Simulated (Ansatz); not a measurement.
RuS₂:
```cif
data_Ru4S8
_chemical_formula_sum 'Ru4 S8'
_space_group_name_H-M_alt 'Pa-3'
_space_group_IT_number 205
_space_group_name_Hall '-P 2ac 2ab 3'
_cell_length_a 5.63197
_cell_length_b 5.63197
_cell_length_c 5.63197
_cell_angle_alpha 90.000
_cell_angle_beta 90.000
_cell_angle_gamma 90.000
loop_
_atom_site_label
_atom_site_type_symbol
_atom_site_symmetry_multiplicity
_atom_site_Wyckoff_symbol
_atom_site_fract_x
_atom_site_fract_y
_atom_site_fract_z
_atom_site_occupancy
Ru1 Ru 4 a 0.00000 0.00000 0.00000 1
S1 S 8 c 0.38792 0.38792 0.38792 1
```

Relaxed with r²SCAN.

Task: Which orbitals make up the states near the band edges in plane-wave PAW r²SCAN (Ansatz code)?

Result: Top 1 eV of the valence band: Ru 4d 79 %, S 3p 17 %. Bottom 1 eV of the conduction band: S 3p 68 %, Ru 4d 18 %, outside the projected shells 9 %. Projections are on Löwdin-orthogonalised atomic valence shells; empty p or d shells of many metals are not among them.

Task: Tabulate the density of states.

Result: States/eV per cell of 12 atoms, in 0.25 eV bins, energy from the valence-band maximum.

| E (eV) | total | S 3p | Ru 4d | S 3s |
|---|---|---|---|---|
| -7.87 | 0.00 | 0.00 | 0.00 | 0.00 |
| -7.62 | 0.00 | 0.00 | 0.00 | 0.00 |
| -7.37 | 0.00 | 0.00 | 0.00 | 0.00 |
| -7.12 | 2.63 | 2.12 | 0.32 | 0.04 |
| -6.87 | 15.18 | 11.70 | 2.47 | 0.35 |
| -6.62 | 9.07 | 6.82 | 1.60 | 0.24 |
| -6.37 | 3.24 | 2.45 | 0.54 | 0.07 |
| -6.12 | 6.74 | 4.86 | 1.32 | 0.18 |
| -5.87 | 8.53 | 6.06 | 1.79 | 0.21 |
| -5.62 | 7.63 | 5.14 | 2.03 | 0.18 |
| -5.37 | 7.87 | 5.17 | 2.34 | 0.14 |
| -5.12 | 4.61 | 3.14 | 1.21 | 0.10 |
| -4.87 | 10.34 | 6.74 | 3.13 | 0.24 |
| -4.62 | 10.25 | 6.84 | 2.94 | 0.25 |
| -4.37 | 9.34 | 6.25 | 2.61 | 0.27 |
| -4.12 | 6.48 | 4.14 | 1.98 | 0.17 |
| -3.87 | 5.02 | 3.20 | 1.48 | 0.10 |
| -3.62 | 9.39 | 6.29 | 2.42 | 0.25 |
| -3.37 | 7.36 | 5.10 | 1.71 | 0.21 |
| -3.12 | 6.29 | 4.40 | 1.45 | 0.18 |
| -2.87 | 8.15 | 5.90 | 1.70 | 0.20 |
| -2.62 | 8.73 | 6.31 | 1.93 | 0.19 |
| -2.37 | 5.71 | 3.96 | 1.46 | 0.11 |
| -2.12 | 5.75 | 4.00 | 1.49 | 0.10 |
| -1.87 | 1.70 | 1.21 | 0.43 | 0.02 |
| -1.62 | 0.10 | 0.01 | 0.08 | 0.00 |
| -1.37 | 9.82 | 1.72 | 7.58 | 0.16 |
| -1.12 | 19.97 | 3.36 | 15.70 | 0.30 |
| -0.87 | 17.39 | 2.46 | 14.17 | 0.23 |
| -0.62 | 19.26 | 2.78 | 15.65 | 0.20 |
| -0.37 | 15.95 | 3.18 | 12.13 | 0.08 |
| -0.12 | 13.52 | 2.89 | 10.11 | 0.05 |
| 0.13 | 0.00 | 0.00 | 0.00 | 0.00 |
| 0.38 | 0.00 | 0.00 | 0.00 | 0.00 |
| 0.63 | 0.00 | 0.00 | 0.00 | 0.00 |
| 0.88 | 0.01 | 0.01 | 0.00 | 0.00 |
| 1.13 | 0.14 | 0.11 | 0.01 | 0.01 |
| 1.38 | 0.29 | 0.22 | 0.04 | 0.01 |
| 1.63 | 0.53 | 0.36 | 0.10 | 0.03 |
| 1.88 | 1.04 | 0.58 | 0.30 | 0.07 |
| 2.13 | 2.66 | 1.13 | 1.07 | 0.25 |
| 2.38 | 6.99 | 2.65 | 3.12 | 0.74 |
| 2.63 | 11.47 | 4.92 | 4.64 | 1.13 |
| 2.88 | 11.29 | 4.87 | 4.81 | 0.87 |
| 3.13 | 12.76 | 6.08 | 5.04 | 0.91 |
| 3.38 | 12.21 | 6.33 | 4.40 | 0.80 |
| 3.63 | 5.65 | 2.93 | 2.16 | 0.18 |
| 3.88 | 10.12 | 5.55 | 3.65 | 0.28 |
| 4.13 | 8.81 | 4.73 | 3.26 | 0.20 |
| 4.38 | 5.58 | 2.89 | 2.16 | 0.09 |
| 4.63 | 4.04 | 2.08 | 1.60 | 0.04 |
| 4.88 | 1.96 | 1.00 | 0.80 | 0.01 |
| 5.13 | 0.40 | 0.22 | 0.16 | 0.00 |
| 5.38 | 0.04 | 0.03 | 0.02 | 0.00 |
| 5.63 | 0.00 | 0.00 | 0.00 | 0.00 |

The r²SCAN relaxation kept the symmetry of its start. No spin polarisation was allowed. Scalar-relativistic: spin–orbit coupling is off unless named, which matters more the heavier the elements.

Potentials: the later of the program's two PAW sets.
